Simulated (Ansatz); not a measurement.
WSe2:
```xyz
6
Lattice="3.3026 0.0000 0.0000 -1.6513 2.8601 0.0000 0.0000 0.0000 13.2273" Properties=species:S:1:pos:R:3 pbc="T T T"
W      1.6513     0.9534     3.3068
W      0.0000     1.9068     9.9205
Se     0.0000     1.9068     4.9705
Se     1.6513     0.9534     8.2568
Se     1.6513     0.9534    11.5842
Se     0.0000     1.9068     1.6432
```

Relaxed with r²SCAN+D4. Independent-particle spectrum: no excitons, no local fields, no scissors shift; 0.1 eV broadening; ε₁ of the summed bands alone.

Q: Tabulate the dielectric function from r²SCAN+D4 (plane waves, PAW; program Ansatz).

A: 

| E (eV) | ε₁ xx | ε₂ xx | ε₁ zz | ε₂ zz |
|---|---|---|---|---|
| 0.0 | 14.20 | 0.00 | 9.07 | 0.00 |
| 0.5 | 14.52 | 0.00 | 9.15 | 0.00 |
| 1.0 | 15.64 | 0.00 | 9.39 | 0.00 |
| 1.5 | 19.31 | 0.13 | 9.87 | 0.00 |
| 2.0 | 19.23 | 6.66 | 10.79 | 0.01 |
| 2.5 | 21.32 | 15.59 | 13.59 | 0.64 |
| 3.0 | 12.66 | 20.91 | 11.40 | 5.06 |
| 3.5 | 4.44 | 17.07 | 10.46 | 4.46 |
| 4.0 | 5.98 | 10.68 | 12.93 | 3.88 |
| 4.5 | 2.76 | 18.46 | 13.11 | 7.16 |
| 5.0 | -0.12 | 11.61 | 11.32 | 13.15 |
| 5.5 | 0.25 | 9.99 | 8.72 | 13.56 |
| 6.0 | -1.26 | 10.28 | -1.06 | 18.34 |
| 6.5 | -2.45 | 8.04 | -1.79 | 8.60 |
| 7.0 | -3.74 | 6.50 | 0.41 | 7.21 |
| 7.5 | -2.95 | 4.84 | 2.40 | 6.31 |
| 8.0 | -0.96 | 3.50 | 2.63 | 7.87 |
| 8.5 | -0.55 | 4.22 | 1.09 | 8.94 |
| 9.0 | -0.39 | 4.02 | -1.11 | 9.84 |
| 9.5 | -0.67 | 3.85 | -2.75 | 6.88 |
| 10.0 | -0.37 | 2.91 | -2.49 | 6.39 |
| 10.5 | 0.77 | 4.35 | -2.40 | 7.17 |
| 11.0 | 0.21 | 4.32 | -4.02 | 4.99 |
| 11.5 | -1.87 | 4.85 | -3.88 | 3.51 |
| 12.0 | -1.62 | 3.62 | -3.15 | 2.82 |

Q: From ε at 2.6 eV (xx: 19.09 + 16.33i), find n, k, the normal reflectivity and the absorption coefficient.

A: n = 4.70, k = 1.737, R = 47 %, α = 2kE/ħc = 460000 cm⁻¹.

With all bands, ε∞ without local fields is 14.3 (xx = yy), 9.14 (zz). DFPT, with local fields, gives 14.4 (xx = yy), 6.13 (zz).

Space group P6_3/mmc. The cell was relaxed with r²SCAN+D4 under the symmetry of its start; of distortions, only those at the zone centre were tested. No spin polarisation was allowed. Spin–orbit coupling is left out wherever it is not named.

Potentials: the later of the program's two PAW sets.
